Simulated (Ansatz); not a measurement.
CuI (zinc blende)

```yaml
crystal:
  lattice:
    - [0.00000, 3.01043, 3.01043]
    - [3.01043, 0.00000, 3.01043]
    - [3.01043, 3.01043, 0.00000]
  atoms:
    - { symbol: I, position: [0.75000, 0.75000, 0.75000] }
    - { symbol: Cu, position: [0.00000, 0.00000, 0.00000] }
```

The volume is varied about the relaxed value V₀ at fixed cell shape. Symmetry pins the atoms to their sites.

Computed with r2SCAN (plane waves to 500 eV, PAW, scalar-relativistic; Ansatz, an electronic-structure program). k mesh 10×10×10 (Γ-centred), Fermi-Dirac smearing 0.05 eV. The energy includes the smearing's −TS. CuI is run without spin polarisation. CuI was relaxed with its symmetry unable to fall. Spin-orbit coupling is left out, though I is heavy. The PAW data are Ansatz's earlier set. ΔE is measured from the relaxed starting cell.

| V (Å³/atom) | ΔE (meV/atom) |
|---|---|
| 24.554 | 46.2 |
| 25.236 | 24.6 |
| 25.918 | 10.3 |
| 26.601 | 2.4 |
| 27.283 | 0.0 |
| 27.965 | 2.2 |
| 28.647 | 8.5 |
| 29.329 | 18.1 |
| 30.011 | 30.7 |

Task: What is the fitted pressure derivative B₀′?

Result: 5.2.

Task: What bulk modulus B₀ follows from a third-order Birch-Murnaghan fit?

Result: 43.8 GPa. Check by three points about V = 27.283 Å³/atom, step 0.682: d²E/dV² ≈ (2.4 − 2·0.0 + 2.2) meV / 0.682² = 0.00989 eV/Å⁶, and V·d²E/dV² × 160.2 = 43.2 GPa.

(A scan under strain: stresses follow from slopes of the energy per volume, elastic moduli from its curvatures.)
